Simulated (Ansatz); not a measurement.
# Property card for NbRu₃C

The calculation used DFT PBE, scalar-relativistic, plane waves, PAW in Ansatz.

Cutoff 420 eV; k points 12×12×14 on the computed 5-atom cell (Γ-centred); Gaussian smearing, width 0.10 eV; no spin polarisation.

The structure is relaxed at this level of theory with its symmetry kept, and needn't be the ground state of this composition.

Space group P-6m2 (No. 187), hexagonal, a = 5.396 Å, c = 2.772 Å. Around Nb lie 6 Ru at 2.70 Å and 2 Nb at 2.77 Å; around Ru lie 2 C at 2.10 Å, 6 Ru at 2.66–2.77 Å and 2 Nb at 2.70 Å; C has 6 Ru at 2.10 Å.

| Property | Result |
| --- | --- |
| Volume per atom | 94.3 bohr³ |
| Formation energy from the elements' standard states (uncorrected) | +0.493 eV/atom |
| Kohn–Sham band gap | none (metal) |
| Density of states at the Fermi level | 4.1 states/eV per cell |
| Orbital (Löwdin) character within 0.5 eV of the Fermi level | Ru 4d 69 %, Nb 4d 19 % |
| Bader charge by site (e) | Nb (1 in the cell) 0.91, Ru (3 in the cell) -0.05, C (1 in the cell) -0.76 |

Another cell of NbRu3C relaxed alike, in Pm-3m, lies 0.53 eV/atom lower, so this cell isn't the stable form at this level.

The cell was found from a structure generator's guess, not taken from experiment. Löwdin shares on free-atom orbitals overweight diffuse shells.
